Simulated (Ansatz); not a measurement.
CuCl (CsCl type, Pm-3m), a = 3.1160 Å, b = 3.1160 Å, c = 3.1160 Å, α = 90.00°, β = 90.00°, γ = 90.00°.

Relaxed with PBEsol. The program Ansatz at the PBEsol level (PAW) gives no gap.

Task: What gap does HSE06 give on the same cell (Ansatz, PAW)?

Result: 1.95 eV. The hybrid was solved on a coarser mesh and at special points; its gap is the smallest among all of these. On such a mesh it can open a false gap in a semimetal.

| k | v1 PBEsol | c1 PBEsol | v1 HSE06 | c1 HSE06 |
|---|---|---|---|---|
| Γ | -1.07 | -0.01 | -1.50 | 1.95 |
| R | -0.07 | 2.80 | ? | ? |
| M | -0.81 | 1.20 | ? | ? |
| X | 0.00 | 4.25 | ? | ? |

Task: Top valence (v1) and lowest conduction level (c1) in eV from each method's valence maximum (which need not be a listed point): supply the withheld HSE06 values.

Result: 
- R, v1 HSE06: -0.23
- R, c1 HSE06: 4.60
- M, v1 HSE06: -1.09
- M, c1 HSE06: 2.92
- X, v1 HSE06: 0.00
- X, c1 HSE06: 6.17

Cost on shared cores: the PBEsol run (SCF on a 13×13×13 mesh, then bands and DOS) roughly 13 core-seconds, the HSE06 run (SCF on 7×7×7, then a few points) roughly 80 core-seconds; the tasks are unlike.

The start of the workflow was typed in or built on a structure type; neither database checked (COD, Materials Project) lists it. It is not the phase usual at ambient conditions (space group No. 216). Symmetry was held in the PBEsol relaxation. At this level the phase is dynamically unstable (imaginary phonons). The workflow began spin-polarised and lost its moments. The compound may be a true metal, but semilocal functionals without U, or a wrong spin order, can also close a gap.

Potentials: the later of the program's two PAW sets.
